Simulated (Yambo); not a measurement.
G0W0@PBEsol for ZnSnO3 (space group R3c, No. 161) in Yambo (2×2×2 mesh, 7 Ry block, plasmon pole, screening fixed), without a terminator:

```
bands N in G  gap Γ → Γ (eV)  shift of the valence edge (eV)
------------  --------------  ------------------------------
96                     1.971                           0.012
139                    1.951                          -0.220
200                    1.970                          -0.377
```

**Question.** Extrapolate both columns to infinite N with E(N) = E∞ + A/N, test the form, and compare with the terminator.

**Answer.** From two points, E∞ = (N2 E2 − N1 E1)/(N2 − N1). The two largest N give 2.01 eV for the gap and -0.73 eV for the shift; the two smallest give 1.91 eV and -0.74 eV. For the gap the slopes A are 6.2 and -8.7 eV: the form isn't reached, and its limit is uncertain. For the shift the slopes A are 72 and 72 eV: the 1/N form holds. With the Bruneval-Gonze terminator and 200 bands the run gives 2.04 eV and -0.62 eV, 0.03 eV and 0.11 eV from the extrapolated values: the terminator too is an estimate of the remainder. Block, mesh and the bands in W are held fixed.

The standard potential for Sn keeps a d shell in the valence without the s and p states of that shell. In tests on such compounds this moved G0W0 gaps by up to about 0.9 eV, so absolute quasiparticle energies here are unreliable; differences between settings are what counts.

Spin-orbit coupling is not included.

Geometry of the Materials Project entry, not relaxed at this level; primitive cell a = b = c = 5.6591 Å, α = β = γ = 56.43°.

The structure is a Materials Project entry; no match was found in the copy of COD used, and its stability was not checked.

A shift is the quasiparticle energy of the state minus its PBEsol energy.
